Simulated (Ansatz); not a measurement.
**NaBi: computed property card**

NaBi:
```
CELL_PARAMETERS angstrom
      3.36482     0.00000     0.00000
      0.00000     3.36482     0.00000
      0.00000     0.00000     4.89939
ATOMIC_POSITIONS crystal
  Na 0.50000 0.50000 0.50000
  Bi 0.00000 0.00000 0.00000
```

Space group P4/mmm (No. 123), L1₀ or tetragonal B2; conventional cell a = 3.365 Å, b = 3.365 Å, c = 4.899 Å, α = 90.00°, β = 90.00°, γ = 90.00°.

Method: DFT-PBEsol in the program Ansatz with PAW potentials. Geometry: relaxed at this level of theory. Other levels are named where they apply.

**Cell and energy**

```json
{
  "volume_per_atom": "27.74 Å³",
  "density": "6.94 g/cm³",
  "Formation energy from the elements (no fitted shifts)": "-0.32 eV/atom"
}
```

**Electronic structure**

```json
{
 "electronic_character": "metallic (no gap)",
 "Density of states at the Fermi level": "0.35 states/eV per atom (mean over ±0.08 eV)",
 "Gap with spin–orbit coupling": "none (metallic)"
}
```

**Mechanics**

```json
{
 "Bulk modulus (Birch–Murnaghan fit)": "32.0 GPa",
 "Pressure derivative B′": "4.4",
 "Elastic constants (relaxed ions, GPa)": "C11 = 78.9, C12 = 18.1, C13 = 14.3, C33 = 51.1, C44 = 11.7, C66 = 8.5",
 "mechanical_stability": "stable (all eigenvalues of C positive)",
 "hill_bulk_and_shear_moduli": "32.8 and 15.4 GPa",
 "Young's modulus": "40.0 GPa",
 "Poisson's ratio": "0.30",
 "debye_temperature_from_the_elastic_constants": "164 K"
}
```

**Phonons**

```json
{
 "highest_zone_centre_frequency": "161 cm⁻¹",
 "zone_centre_stability": "no imaginary mode at Γ"
}
```

The first step of the workflow began from a Materials Project structure, measured or hypothetical; the Crystallography Open Database copy checked does not list it. With Na and Bi taken as one species the cell has the higher symmetry Fm-3m, so it may be an ordered model of a mixed-site phase. Whether it is the stable phase at ambient conditions was not checked. Symmetry was held in the PBEsol relaxation. As this level gives no gap, shear constants depend on the k-mesh and smearing (Fermi–Dirac, 0.1 eV here). As this level gives no gap, phonon frequencies hold no LO–TO term and depend on the k-mesh and smearing (Fermi–Dirac, 0.1 eV here). Axis ratios of metals converge slowly with the k-mesh, so a and c are less sure than the volume. On the denser mesh and wider smearing of the elastic run this cell carries a stress of 0.4 GPa. The references are the lowest solids computed at this level, not always the standard phases. Scalar-relativistic: spin–orbit coupling is off unless named, which matters more the heavier the elements.

Potentials: the later of the program's two PAW sets.
